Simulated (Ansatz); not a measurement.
MoIr (L1₀ or tetragonal B2, P4/mmm) at seven volumes, DFT-PBEsol in the program Ansatz with PAW potentials, shape and atoms relaxed at each. One row is withheld.

| V (Å³/atom) | P (GPa) |
|---|---|
| 13.224 | 39.76 |
| 13.660 | ? |
| 14.096 | 11.10 |
| 14.531 | 0.00 |
| 14.967 | -9.38 |
| 15.403 | -17.29 |
| 15.839 | -23.94 |

**Question.** Fit the shown pressures and predict the withheld one.

**Answer.** Third-order Birch–Murnaghan: P = (3/2)B₀(x^(7/2) − x^(5/2))[1 + (3/4)(B′ − 4)(x − 1)] with x = (V₀/V)^(2/3). Least squares on the six rows gives V₀ = 14.531 Å³/atom, B₀ = 339.1 GPa, B′ = 4.62. At V = 13.660, x = 1.0421 and P = 24.18 GPa. The run itself gave 24.23 GPa.

The start of the workflow was typed in or built on a structure type; neither database checked (COD, Materials Project) lists it. COD files the formula under space group No. 51. Whether it is the stable phase at ambient conditions was not checked. The PBEsol relaxation kept the symmetry of its start; whether a distortion lowers the energy is not shown. No spin polarisation was allowed. Spin–orbit coupling is left out wherever it is not named.

Potentials: the later of the program's two PAW sets.
